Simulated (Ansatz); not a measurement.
A geometry of Ga away from equilibrium: step 3 of the relaxation of a generated trial cell of Ga in the black-P structure type. The numbers are results of PBE (plane waves to 420 eV, PAW, scalar-relativistic; Ansatz, an electronic-structure program), not measurements. Γ-centred k-mesh 10×10×7 on the run's cell (coarser than for final values), Fermi–Dirac smearing 0.05 eV. The plane waves were selected for a different cell earlier on the path.

```
CELL_PARAMETERS angstrom
      1.72072    -5.03467     0.00000
      1.72072     5.03467     0.00000
      0.00000     0.00000     4.45019
ATOMIC_POSITIONS crystal
  Ga 0.37164 0.62836 0.53156
  Ga 0.62836 0.37164 0.46844
  Ga 0.87164 0.12836 0.96844
  Ga 0.12836 0.87164 0.03156
```

What forces act on the atoms (eV/Å)?


```csv
atom,Fx,Fy,Fz
Ga1,0.00,0.44,-0.77
Ga2,0.00,-0.44,0.77
Ga3,0.00,0.44,0.77
Ga4,0.00,-0.44,-0.77
```

The path ends in Fmmm (No. 69). No spin polarisation in the result.

The run could not lose the symmetry of its start: the end is stationary, and may be a saddle point rather than a minimum.

The end of the path is a generated cell of Ga: the first start was made by placing the elements on the sites of a structure type, and the end was not matched to a known phase here, so it may be hypothetical. Known forms of Ga include space group No. 64.
